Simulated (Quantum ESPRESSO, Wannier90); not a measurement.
## MgS (rock salt): Wannier90 run

```yaml
crystal:
  lattice:
    - [0.00000, 2.60440, 2.60440]
    - [2.60440, 0.00000, 2.60440]
    - [2.60440, 2.60440, 0.00000]
  atoms:
    - { symbol: Mg, position: [0.00000, 0.00000, 0.00000] }
    - { symbol: S, position: [0.50000, 0.50000, 0.50000] }
```

Cell from Materials Project (mp-1315), symmetrised, no further relaxation. COD (Crystallography Open Database) has an entry of this formula and space group (matched by these alone). Computed values, not measurements, from LDA: Quantum ESPRESSO (norm-conserving PseudoDojo potentials, cutoff 68 Ry, no spin polarisation, no spin-orbit coupling) on a Γ-centred 8×8×8 mesh, then Wannier90. Density: 10×10×10 mesh, cold smearing 0.01 Ry.

Functional, cutoff and mesh named above are those of the base row (68); the first column says what each row takes instead. Model: 4 functions from bands 5-8, start SCDM (isolated) (the valence bands). Energies are relative to the valence-band maximum; the misfit is to pw.x on a path, for all bands of the set. Only the plane-wave cutoff changes (density cutoff four times as high). Ω_total can sit in another minimum from row to row; Ω_I of an isolated set cannot.

| ecutwfc (Ry) | Ω_I (Å²) | Ω_total (Å²) | rms misfit (meV) | gap (eV) | ΔE to highest cutoff (meV/atom) | plane waves a k-point, about (cost) |
|---|---|---|---|---|---|---|
| 34 | 5.08 | 6.21 | 3.9 | 1.989 | 16982.3 | 800 |
| 42 | 5.02 | 6.14 | 3.5 | 2.292 | 6027.2 | 1100 |
| 51 | 4.99 | 6.10 | 3.0 | 2.468 | 1484.6 | 1500 |
| 68 | 4.98 | 6.09 | 2.8 | 2.551 | 38.7 | 2300 |
| 84 | 4.98 | 6.09 | 2.9 | 2.556 | 0.2 | 3100 |
| 105 | 4.98 | 6.09 | 2.8 | 2.556 | 0.0 | 4300 |
